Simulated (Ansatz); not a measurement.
Consider the following.

AlNi:
```cif
data_AlNi
_chemical_formula_sum 'Al1 Ni1'
_space_group_name_H-M_alt 'P 1'
_space_group_IT_number 1
_cell_length_a 2.89321
_cell_length_b 2.89321
_cell_length_c 2.89321
_cell_angle_alpha 90.000
_cell_angle_beta 90.000
_cell_angle_gamma 90.000
loop_
_space_group_symop_operation_xyz
  'x, y, z'
loop_
_atom_site_label
_atom_site_type_symbol
_atom_site_fract_x
_atom_site_fract_y
_atom_site_fract_z
_atom_site_occupancy
Al1 Al 0.50000 0.50000 0.50000 1
Ni1 Ni 0.00000 0.00000 0.00000 1
```

This is the PBE-relaxed structure.

**Question.** All from PBE in the plane-wave PAW code Ansatz, unless another level is named. Give the vibrational entropy at 300 K.

**Answer.** 26.7 J/(K·mol of atoms).

**Question.** What about the bulk modulus (Birch–Murnaghan fit)?

**Answer.** 159 GPa.

**Question.** And the elastic constants (relaxed ions, GPa)?

**Answer.** C11 = 205, C12 = 136, C44 = 117.

Space group Pm-3m (CsCl type). Symmetry was held in the PBE relaxation; phonons on a q-mesh show no instability. No spin polarisation was allowed. As this level gives no gap, shear constants depend on the k-mesh and smearing (Fermi–Dirac, 0.1 eV here).

Potentials: the later of the program's two PAW sets.
